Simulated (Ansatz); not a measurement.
Values for one crystal, relaxed and computed with plane-wave PAW PBE (Ansatz code); other levels are named.

| Property | Value |
|---|---|
| Volume per atom | 12.20 Å³ |
| Electronic character | metallic (no gap) |
| Gap with spin–orbit coupling | none (metallic) |
| Formation energy from the elements (no fitted shifts) | 0.064 eV/atom |
| Density of states at the Fermi level | 0.74 states/eV per atom (mean over ±0.08 eV) |

### Question
Pick the material that matches.
(A) AlRu2C, P6_3/mmc (Al on 2d, Ru on 4f, C on 2a)
(B) Si2Mo, MoSi2 or CaC2 type
(C) Si3P4, I-43d (Si on 12a, P on 16c)
(D) Si2Ni, fluorite or antifluorite type

### Answer
A, AlRu2C, P6_3/mmc (Al on 2d, Ru on 4f, C on 2a)

The start of the workflow was typed in or built on a structure type; neither database checked (COD, Materials Project) lists it. Its standing as an ambient phase is unchecked. Symmetry was held in the PBE relaxation; its stability against distortions is not shown here. The run is not spin-polarised. The references are the lowest solids computed at this level, not always the standard phases. Scalar-relativistic: spin–orbit coupling is off unless named, which matters more the heavier the elements.

Potentials: the earlier of the program's two PAW sets.
